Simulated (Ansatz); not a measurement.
# Relaxing a structure of Hf

The start is a relaxed Hf cell, doubled along one cell vector, shaken by Gaussian noise of σ = 0.08 Å a coordinate. A full variable-cell relaxation at zero pressure is run with PBE (plane waves to 420 eV, PAW, scalar-relativistic; Ansatz, a first-principles code). The first steps use a coarse 4×8×8 k-mesh.

Input geometry:
```yaml
crystal:
  lattice:
    - [8.54254, 0.00000, 0.00000]
    - [0.00000, 4.27127, 0.00000]
    - [0.00000, 0.00000, 4.27127]
  atoms:
    - { symbol: Hf, position: [0.99751, 0.50022, 0.99238] }
    - { symbol: Hf, position: [0.51062, 0.53123, 0.01189] }
    - { symbol: Hf, position: [0.99611, 0.00556, 0.48274] }
    - { symbol: Hf, position: [0.50330, 0.00234, 0.48843] }
    - { symbol: Hf, position: [0.24840, 0.00900, 0.98392] }
    - { symbol: Hf, position: [0.74949, 0.96871, 0.02000] }
```

**Question.** Which atoms feel the largest initial force, and how large is it?

**Answer.** 2.07 eV/Å, on Hf2 (atoms numbered as listed).

**Question.** How much energy is released per atom?

**Answer.** 0.05 eV/atom.

**Question.** Is the parent structure recovered?

**Answer.** It relaxes back to the parent, Pm-3m (No. 221).

**Question.** How do the shortest distances between atoms change?

**Answer.** The closest pairs of elements (up to four, under 3.6 Å), start → end: Hf–Hf 2.77 → 3.02 Å.

**Question.** Is the relaxed structure metallic? Give its gap.

**Answer.** No gap (metallic).

Final values are on a 11×11×11 k-mesh of the relaxed cell. No spin polarisation in the result.

The relaxed structure here is a generated cell of Hf: the first start was made by a random draw of sites in a space group, and the end was not matched to a known phase here, so it may be hypothetical. Known forms of Hf include space group No. 194.
